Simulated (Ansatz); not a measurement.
## Strain response of Ta

Theory: Ansatz, DFT PBEsol, scalar-relativistic, plane waves, PAW. (420 eV cutoff, 16×16×16 k-mesh, Gaussian smearing of 0.10 eV, no spin polarisation)

Reference structure (relaxed):

```
CELL_PARAMETERS angstrom
3.28048 0.00000 0.00000
0.00000 3.28048 0.00000
0.00000 0.00000 3.28048
ATOMIC_POSITIONS crystal
Ta 0.00000 0.00000 0.00000
Ta 0.50000 0.50000 0.50000
```

Deformation: c alone is stretched, the rest of the cell is held and the atoms relax, all within the symmetry that the strain leaves. Energies are extrapolated to zero smearing. On this cell's mesh the reference holds a stress of up to 0.20 GPa.

Spin–orbit coupling is left out, which can shift energies with elements as heavy as these.

| strain (%) | ΔE (meV/atom) | a (Å) | b (Å) | c (Å) |
| --- | --- | --- | --- | --- |
| -6.0 | 63.9 | 3.280 | 3.280 | 3.084 |
| -4.0 | 27.5 | 3.280 | 3.280 | 3.149 |
| -2.0 | 6.7 | 3.280 | 3.280 | 3.215 |
| +0.0 | 0.0 | 3.280 | 3.280 | 3.280 |
| +2.0 | 5.6 | 3.280 | 3.280 | 3.346 |
| +4.0 | 22.2 | 3.280 | 3.280 | 3.412 |
| +6.0 | 48.7 | 3.280 | 3.280 | 3.477 |

**Question.** What stiffness (1/V) d²E/dε² at zero strain does a cubic fit over all points give?

**Answer.** A cubic fit gives (1/V) d²E/dε² = 284 GPa at zero strain (the elastic constant along c at held a and b).